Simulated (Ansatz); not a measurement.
Ca:
```
Ca
1.0
    0.00000     2.76283     2.76283
    2.76283     0.00000     2.76283
    2.76283     2.76283     0.00000
Ca
1
Cartesian
  0.00000   0.00000   0.00000
```

Relaxed with PBE. Special points in fractions of this cell's reciprocal vectors: Γ (0.000, 0.000, 0.000); X (0.500, 0.000, 0.500); U (0.625, 0.250, 0.625); K (0.375, 0.375, 0.750); L (0.500, 0.500, 0.500); W (0.500, 0.250, 0.750).

### Question
List the band energies nearest the Fermi level at these points for PBE (plane waves, PAW; program Ansatz).

### Answer
In eV from the Fermi level; about four levels below and three above (degenerate sets whole), none deeper than 8.9 eV; points with the same levels are listed once.

```
k        below                above
-  -----------  -------------------
Γ        -4.02       2.33 2.33 2.33
X        -0.45       0.58 0.96 4.08
U            –       0.03 0.41 0.83
L  -0.98 -0.16  2.22 2.22 4.09 4.09
W            –       0.20 0.69 0.69
```

Space group Fm-3m (fcc (Cu type)). Symmetry was held in the PBE relaxation.

Potentials: the later of the program's two PAW sets.
